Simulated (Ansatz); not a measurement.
Epitaxial strain in WS₂: moduli and critical thickness

The calculation used DFT r2SCAN, scalar-relativistic, plane waves, PAW in Ansatz. Run with 500 eV cutoff, 12×12×2 k-mesh, Gaussian smearing of 0.02 eV, no spin polarisation.

Reference structure (relaxed):

```
CELL_PARAMETERS angstrom
3.18162 0.00000 0.00000
-1.59081 2.75536 0.00000
0.00000 0.00000 13.06738
ATOMIC_POSITIONS crystal
W 0.33333 0.66667 0.25000
W 0.66667 0.33333 0.75000
S 0.33333 0.66667 0.63066
S 0.66667 0.33333 0.13066
S 0.33333 0.66667 0.86934
S 0.66667 0.33333 0.36934
```

The a-b plane is strained alike in both directions, as on a substrate, while c and the atoms relax within the symmetry that the strain leaves. Stress is positive in compression; energies are free energies at the smearing used, per atom.

Spin–orbit coupling is left out, which can shift energies with elements as heavy as these.

```tsv
strain (%)	c (Å)	σ in plane (GPa)	ΔE (meV/atom)
-6.0	13.4344	21.88	141.99
-4.0	13.3084	13.52	60.49
-2.0	13.1891	6.28	14.51
+0.0	13.0674	0.00	0.00
+2.0	12.9618	-5.47	13.44
+4.0	12.8556	-10.22	51.76
+6.0	12.7562	-14.34	112.24
```

**Question.** Get the biaxial modulus twice, from the stresses and from the energies of the innermost pair.

**Answer.** From stress: M = −Δσ/Δε = (6.28 − (-5.47)) / 0.040 = 294 GPa. Two in-plane directions each store σε/2, so the energy density is Mε²: M = (mean ΔE)/(V ε²) = 13.98 meV / (19.093 Å³ × 0.020²) × 0.16022 GPa Å³/meV = 293 GPa. The two agree.

**Question.** How well does Mε², with M from the stresses, predict the outermost points?

**Answer.** 126.0 meV predicted against 142.0 computed at -6.0 %; 126.0 meV predicted against 112.2 computed at +6.0 %. Compression costs more than stretching, the usual sign of bonds that stiffen as they shorten.

**Question.** How does c respond, and up to what thickness can a film with 1 % or 2 % misfit stay coherent on a thick substrate?

**Answer.** c answers with ε_c = −0.43 ε. In an isotropic solid that ratio is 2ν/(1 − ν), so ν = r/(2 + r) = 0.18. A film of thickness h stores Mε²h per area, 29.4 mJ/m² per nm at 1 %. The Matthews–Blakeslee balance for pure edge misfit dislocations, h = b/(8πf(1 + ν)) × (ln(h/b) + 1), with b taken as the in-plane vector a = 3.18 Å, solved by iteration, gives 3.7 nm at f = 1 % and 1.3 nm at 2 %. This is an isotropic estimate in which the moduli cancel; the real Burgers vector, glide system, anisotropy and slow kinetics can shift it by a factor of a few, mostly upward.